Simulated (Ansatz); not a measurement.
Starting cell, Rh (fcc, Cu type):

```yaml
crystal:
  lattice:
    - [3.83026, 0.00000, 0.00000]
    - [0.00000, 3.83026, 0.00000]
    - [0.00000, 0.00000, 3.83026]
  atoms:
    - { symbol: Rh, position: [0.00000, 0.00000, 0.00000] }
    - { symbol: Rh, position: [0.50000, 0.50000, 0.00000] }
    - { symbol: Rh, position: [0.50000, 0.00000, 0.50000] }
    - { symbol: Rh, position: [0.00000, 0.50000, 0.50000] }
```

Scan: atom 1 (Rh, nearest neighbour Rh at 2.708 Å; its periodic images, 3.8 Å or more away, move with it) is displaced along Cartesian x, direction (1.000, 0.000, 0.000) in Cartesian axes, by s. The other atoms stay.

These are PBE (plane waves to 420 eV, PAW, scalar-relativistic; Ansatz, a program for electronic structure) values and carry that method's errors. k mesh 10×10×10 (Γ-centred), Fermi-Dirac smearing 0.05 eV. The energy includes the smearing's −TS. With partly filled bands, energies and forces of such displacements shift with the k mesh and the smearing. Rh is run without spin polarisation. Rh was relaxed with its symmetry unable to fall. The PAW data are Ansatz's earlier set. The zero of ΔE is the undisplaced structure.

Successive frames, forces in eV/Å:

```
frame        ΔE (meV/cell)                F on Rh1               F on Rh2               F on Rh3               F on Rh4
-----------  -------------  ----------------------  ---------------------  ---------------------  ---------------------
s = 0.432 Å           1076  (-5.371, 0.000, 0.000)  (2.417, 0.000, 0.000)  (2.417, 0.000, 0.000)  (0.537, 0.000, 0.000)
s = 0.324 Å            586  (-3.775, 0.000, 0.000)  (1.680, 0.000, 0.000)  (1.680, 0.000, 0.000)  (0.415, 0.000, 0.000)
s = 0.216 Å            254  (-2.386, 0.000, 0.000)  (1.048, 0.000, 0.000)  (1.048, 0.000, 0.000)  (0.289, 0.000, 0.000)
```

**Question.** What are the energy and the forces in the next frame, s = 0.108 Å?

**Answer.** ΔE (meV/cell) = 63.

```
atom      Fx     Fy     Fz
----  ------  -----  -----
Rh1   -1.171  0.000  0.000
Rh2    0.514  0.000  0.000
Rh3    0.514  0.000  0.000
Rh4    0.144  0.000  0.000
```

(A displaced cell: forces are minus the slopes of the energy, force constants its curvatures, and phonons follow from these.)
